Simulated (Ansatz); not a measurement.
The cell below belongs to a search over invented structures; it isn't taken from experiment.

Input and command of a plane-wave DFT calculation in Ansatz:

```yaml
crystal:
  lattice:
    - [-1.5914034819, 1.5914034819, 7.566028126]
    - [1.5914034819, -1.5914034819, 7.566028126]
    - [1.5914034819, 1.5914034819, -7.566028126]
  atoms:
    - { symbol: W, position: [0.0, 0.0, 0.0] }
    - { symbol: Br, position: [0.394886912, 0.394886912, 0.0] }
    - { symbol: Br, position: [0.605113088, 0.605113088, 0.0] }
    - { symbol: F, position: [0.75, 0.25, 0.5], spin: -0.56 }
    - { symbol: F, position: [0.25, 0.75, 0.5], spin: -0.56 }
basis:
  ecutwfc: 420
kpoints:
  mp_grid: { grid: [8, 8, 8] }
hamiltonian:
  xc: pbe
scf:
  occupations: { method: gaussian, width: 0.1 }
  lower_state_search: "off"
output:
  forces: true
  stress: true
  eigenvalues: true
  populations: true
magnetization:
  spin_polarized: true
relax:
  adjacent_minimum: "off"
  f_tol: 0.04
  max_steps: 70
  cell: { stress_tol: 0.4 }
```

```bash
ansatz run input.yaml --threads 1 --pin off --max-ram 2560MiB --backend cpu --events-out ev --progress --plain --runs-dir out
```

Processor: AMD EPYC 7R43 64-Core Processor (Zen 3), 1 thread, on a host shared with other jobs.

**Question.** Estimate time, memory and problem size.

**Answer.** About 84 s, peak memory 0.54 GiB. It solves 27 bands at 59 k points (after reduction by symmetry) with about 1477 plane waves (on the last cell), in 42 SCF iterations over 4 ionic steps.
